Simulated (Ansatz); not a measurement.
Mn$_{3}$SnN:
```xyz
5
Lattice="4.1021 0.0000 0.0000 0.0000 4.1021 0.0000 0.0000 0.0000 4.1021" Properties=species:S:1:pos:R:3 pbc="T T T"
Sn     0.0000     0.0000     0.0000
Mn     0.0000     2.0511     2.0511
Mn     2.0511     0.0000     2.0511
Mn     2.0511     2.0511     0.0000
N      2.0511     2.0511     2.0511
```
The run is spin-polarised; directions of the spins, atom by atom: ↓ ↑ ↑ ↑ 0.

This is the r²SCAN-relaxed structure.

**Question.** All from r²SCAN (plane waves, PAW; program Ansatz), unless another level is named. Predict the electronic character.

**Answer.** metallic (no gap).

**Question.** Next, the density of states at the Fermi level?

**Answer.** 0.64 states/eV per atom (mean over ±0.08 eV).

**Question.** Next, the formation energy from the elements (no fitted shifts)?

**Answer.** -0.21 eV/atom.

Space group Pm-3m (anti-perovskite). The workflow started from an entry of the Crystallography Open Database (COD). Whether it is the stable phase at ambient conditions was not checked. Symmetry was held in the r²SCAN relaxation; whether a distortion lowers the energy is not shown. The final state is ferromagnetic, the only order run, not a proven ground state. The program gave a warning on the electronic state, which may not be the lowest. No Hubbard U is applied. The references are the lowest solids computed at this level, not always the standard phases (solids in place of the gases). The manganese reference at this level is a Cmcm phase, not α-Mn. Scalar-relativistic: spin–orbit coupling is off unless named, which matters more the heavier the elements.

Potentials: the later of the program's two PAW sets.
